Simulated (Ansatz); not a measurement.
Relaxed Mo (bcc, W type):

```yaml
crystal:
  lattice:
    - [-3.15061, 3.15061, 3.15061]
    - [1.57530, -1.57530, 1.57530]
    - [1.57530, 1.57530, -1.57530]
  atoms:
    - { symbol: Mo, position: [0.00000, 0.00000, 0.00000] }
    - { symbol: Mo, position: [0.50000, 0.00000, 0.00000] }
```

Computed with r2SCAN (plane waves to 500 eV, PAW, scalar-relativistic; Ansatz, an electronic-structure program). k mesh 17×17×17 (Γ-centred), Fermi-Dirac smearing 0.05 eV. With partly filled bands, energies and forces of such displacements shift with the k mesh and the smearing. On this mesh the relaxed cell isn't quite at rest: it carries a pressure of 0.1 GPa (compression positive) at the zero of the scan. Mo is run without spin polarisation. Mo was relaxed with its symmetry unable to fall.

One atom of the cell was then moved (with its periodic images), all else fixed, and the forces (eV/Å) came out as:

| atom | Fx | Fy | Fz |
|---|---|---|---|
| Mo1 | -1.087 | -2.411 | -0.731 |
| Mo2 | 1.087 | 2.411 | 0.731 |

With two atoms only their relative shift counts; take Mo2 as fixed.

Q: Which atom was moved, and by which vector (Å)?

A: Mo1, by (0.24, 0.24, 0.00), 0.34 Å in all.

(For displaced atoms, the force is minus the slope of the energy, and its curvature is a force constant, which sets phonon frequencies.)
